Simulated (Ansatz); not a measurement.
Se:
```yaml
crystal:
  lattice:
    - [4.50663, 0.00000, 0.00000]
    - [-2.25331, 3.90285, 0.00000]
    - [0.00000, 0.00000, 4.98885]
  atoms:
    - { symbol: Se, position: [0.21689, 0.00000, 0.83333] }
    - { symbol: Se, position: [0.00000, 0.21689, 0.16667] }
    - { symbol: Se, position: [0.78311, 0.78311, 0.50000] }
```

Relaxed with r²SCAN. Special points in fractions of this cell's reciprocal vectors: Γ (0.000, 0.000, 0.000); M (0.500, 0.000, 0.000); K (0.333, 0.333, 0.000); A (0.000, 0.000, 0.500); L (0.500, 0.000, 0.500); H (0.333, 0.333, 0.500).

Problem. List the band energies nearest the valence-band maximum at these points for r²SCAN in the plane-wave PAW code Ansatz.

Solution. In eV from the valence-band maximum; about four levels below and three above (degenerate sets whole), none deeper than 8.9 eV; points with the same levels are listed once.

```tsv
k	below	above
Γ	-3.66 -2.07 -2.07 -0.40	2.27 2.27 2.59
M	-3.29 -2.73 -1.87 -0.97	2.32 2.77 4.23
K	-2.71 -2.71 -2.62 -1.39	3.23 3.23 3.95
A	-3.48 -3.48 -1.45 -1.45 -1.07	1.56 1.65 1.65
L	-4.23 -1.66 -1.22 0.00	1.83 2.90 3.29
H	-4.77 -4.77 -0.99 -0.27 -0.27	1.33 3.08 3.08
```

Space group P3_121 (trigonal Se type). The cell was relaxed with r²SCAN under the symmetry of its start. A crystal of weakly bound chains computed without a dispersion correction: the cell and the soft elastic constants depend strongly on that. Spin–orbit coupling is left out wherever it is not named.

Potentials: the earlier of the program's two PAW sets.
